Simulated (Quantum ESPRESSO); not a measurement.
## Kohn-Sham bands of CsLiMoO4 (F-43m)

```xyz
7
Lattice="0.0000 4.1960 4.1960 4.1960 0.0000 4.1960 4.1960 4.1960 0.0000" Properties=species:S:1:pos:R:3 pbc="T T T"
Cs     2.0980     2.0980     2.0980
Li     4.1960     4.1960     4.1960
Mo    -2.0980    -2.0980    -2.0980
O     -1.0808    -1.0808    -3.1152
O     -3.1152    -3.1152    -3.1152
O     -3.1152    -1.0808    -1.0808
O     -1.0808    -3.1152    -1.0808
```

Cell from Materials Project (mp-551629), symmetrised, no further relaxation. Not found in the COD (Crystallography Open Database) copy used; not checked further. Method: PBEsol plane waves in Quantum ESPRESSO 7.5 (PseudoDojo norm-conserving files, 68 Ry, spinors with spin-orbit coupling), Bloch states on a 4×4×4 mesh through Γ, Wannier90 4.0.1. Density: 6×6×6 mesh, cold smearing 0.01 Ry.

Task: List the Kohn-Sham levels between −8 and 7.5 eV relative to the valence-band maximum at the high-symmetry points, as a band run of pw.x on that density gives them (levels within 2 meV counted together).

Result: 
```tsv
point	k (reciprocal lattice)	levels (eV)
Γ	0.000 0.000 0.000	-7.07 (×2), -5.46 (×4), -3.13 (×4), -3.04 (×4), -3.04 (×2), -2.28 (×2), -1.36 (×2), -1.21 (×4), -0.02 (×2), 0.00 (×4), 4.66 (×4), 4.69 (×2), 6.78 (×2), 6.83 (×4)
X	-0.500 -0.500 0.000	-7.08 (×2), -5.53 (×2), -5.51 (×2), -3.46 (×2), -3.28 (×2), -3.27 (×2), -3.17 (×2), -2.90 (×2), -1.73 (×2), -1.15 (×2), -0.55 (×2), -0.49 (×2), -0.46 (×2), -0.35 (×4), 4.48 (×2), 5.08 (×2), 6.07 (×2), 6.49 (×2), 6.50 (×2), 6.62 (×2), 7.42 (×2)
U	-0.375 -0.375 0.250	-7.09, -7.07, -5.54, -5.53, -5.51, -5.47, -3.51 (×2), -3.41, -3.39, -3.26 (×2), -2.99, -2.97, -2.85, -2.84, -1.81, -1.81, -1.03, -1.01, -0.78, -0.77, -0.62, -0.62, -0.38, -0.38, -0.34 (×2), -0.27, -0.26, 4.58, 4.62, 4.99, 5.00, 5.97, 5.99, 6.49, 6.51, 6.59, 6.61, 6.84 (×2), 7.40, 7.41
K	-0.375 0.000 0.375	-7.09, -7.07, -5.54, -5.53, -5.51, -5.47, -3.51 (×2), -3.41, -3.39, -3.26 (×2), -2.99, -2.97, -2.85, -2.84, -1.81, -1.81, -1.03, -1.01, -0.78, -0.77, -0.62, -0.62, -0.38, -0.38, -0.34 (×2), -0.27, -0.26, 4.58, 4.62, 4.99, 5.00, 5.97, 5.99, 6.49, 6.51, 6.59, 6.61, 6.84 (×2), 7.40, 7.41
L	0.000 0.000 0.500	-7.08 (×2), -5.54 (×2), -5.46 (×2), -3.63 (×2), -3.23 (×2), -3.22 (×2), -2.88 (×2), -2.83 (×2), -2.01 (×2), -0.95 (×2), -0.86 (×2), -0.81 (×2), -0.48 (×2), -0.47 (×2), 0.00 (×2), 4.83 (×2), 4.84 (×2), 5.89 (×2), 6.61 (×2), 6.73 (×2), 6.75 (×2), 7.43 (×2)
W	-0.500 -0.250 0.250	-7.10, -7.07, -5.56, -5.52, -5.50, -5.49, -3.49, -3.47, -3.46, -3.41, -3.33, -3.27, -2.97, -2.92, -2.84, -2.84, -1.82, -1.81, -0.95, -0.92, -0.88 (×2), -0.58 (×2), -0.38, -0.37, -0.32, -0.31, -0.30, -0.30, 4.58, 4.64, 4.99 (×2), 5.96, 5.97, 6.53, 6.53, 6.55, 6.59, 6.89, 6.90, 7.43, 7.46
```
